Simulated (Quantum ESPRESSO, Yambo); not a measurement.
CdClOH (space group P6_3mc, No. 186): one geometry, one set of norm-conserving PBEsol (Quantum ESPRESSO, 102 Ry, no spin-orbit coupling) orbitals, self-energies from Yambo (3×3×1 Γ-centred k mesh, bands 9 to 193 and a 7 Ry block in the screening, 193 bands in G with the Bruneval-Gonze terminator, plasmon pole fitted at 27.2 eV).

```
level                                                        gap Γ → Γ (eV)
-----------------------------------------------------------  --------------
PBEsol (Quantum ESPRESSO)                                              2.39
exchange only (Hartree-Fock self-energy on PBEsol orbitals)             ___
static COHSEX@PBEsol                                                    ___
G0W0@PBEsol, plasmon pole                                              4.38
G0W0@PBEsol, multipole fit to 8 frequencies, no terminator             4.24
G0W0@PBEsol, plasmon pole, no terminator                               4.30
```

Task: Complete the blanks.

Result: 
- exchange only (Hartree-Fock self-energy on PBEsol orbitals), gap Γ → Γ (eV): 11.56
- static COHSEX@PBEsol, gap Γ → Γ (eV): 5.17

Bare exchange has no screening and gives the widest gap; static COHSEX screens it but leaves out the frequency dependence, which G0W0 restores.

Nearest settings tried, and what they do to the gap: 129 bands in G: +3 meV; 129 bands in W, 129 bands in G: +63 meV; 6 Ry block (213 vectors against 251): -31 meV. Not varied: mesh. So the settings aren't converged at that level. The k mesh is coarse.

Geometry relaxed with PBE+D3(BJ); primitive cell a = 3.697 Å, b = 3.697 Å, c = 10.185 Å, α = 90.00°, β = 90.00°, γ = 120.00°.
